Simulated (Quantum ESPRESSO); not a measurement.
Al2ZnSiN4, convergence and cost over cutoff and k mesh

Simulated, not a measurement. The program is pw.x of Quantum ESPRESSO 7.5 (plane-wave density functional theory). The cell is made up: 8 atoms on a zincblende/diamond lattice, with randomly drawn elements, strain and displacements, not relaxed. PseudoDojo standard norm-conserving files (v0.5 for PBE, v0.4.1 for LDA and PBEsol) set the functional; there is no spin polarisation, spin-orbit coupling or dispersion term, and the masses in the input are unused placeholders.

Input of the run in row 4:

```
&control calculation='scf', pseudo_dir='./dojo.nc.sr.pbe.v0_5.standard.upf', outdir='./o', disk_io='low', tprnfor=.true., tstress=.true. /
&system ibrav=0, nat=8, ntyp=4, nbnd=31, ecutwfc=84.00895049, nosym=.true., tot_charge=0,
 occupations='smearing', smearing='fd', degauss=0.0018374661
/
&electrons conv_thr=7.350e-09, electron_maxstep=60, /
ATOMIC_SPECIES
Al 1.0 Al.upf
N 1.0 N.upf
Si 1.0 Si.upf
Zn 1.0 Zn.upf
CELL_PARAMETERS angstrom
4.3246 0.0 0.0
0.0 4.3246 0.0
0.0 0.0 4.3246
ATOMIC_POSITIONS angstrom
Al 0.0437 -0.0332 -0.0125
Zn 0.0454 2.0837 2.1483
Si 2.1632 0.0911 2.1481
Al 2.1846 2.2004 -0.0175
N 1.1483 1.0814 1.0885
N 1.0934 3.2681 3.1877
N 3.3991 1.1198 3.2119
N 3.2135 3.1958 0.9823
K_POINTS automatic
4 4 4 1 1 1
```

The same cell was run at these settings. Meshes are shifted by half a step, and differences are from the last row, which is itself not exact.

```
cutoff (eV)     k mesh  k points solved  threshold (eV)  free energy less the last row's (eV)  pressure (GPa)  largest stress difference (GPa)  largest force difference (eV/Å)  iterations  wall time (s)  k-point pools              processor
        800  2 x 2 x 2                4           1e-04                                 1.822          -14.50                            27.93                            0.096           8              7              4  AMD EPYC, Zen 5 class
       1143  2 x 2 x 2                4           1e-07                                 0.222           13.70                             0.34                            0.074          11              9              4  AMD EPYC, Zen 5 class
        829  4 x 4 x 4               32           1e-07                                 0.944           -4.85                            18.25                            0.034          11             17              4  AMD EPYC, Zen 5 class
       1143  4 x 4 x 4               32           1e-07                                 0.003           13.41                             0.01                            0.001          11             24              4  AMD EPYC, Zen 5 class
       1437  6 x 6 x 6              108           1e-07                                 0.000           13.40                             0.00                            0.000          11             70              4  AMD EPYC, Zen 5 class
```

Each pool is one process. Wall times include start-up and a band step at six k points, which weighs most on the coarsest meshes. The runs were on shared virtual cores whose load varied, so times are rough.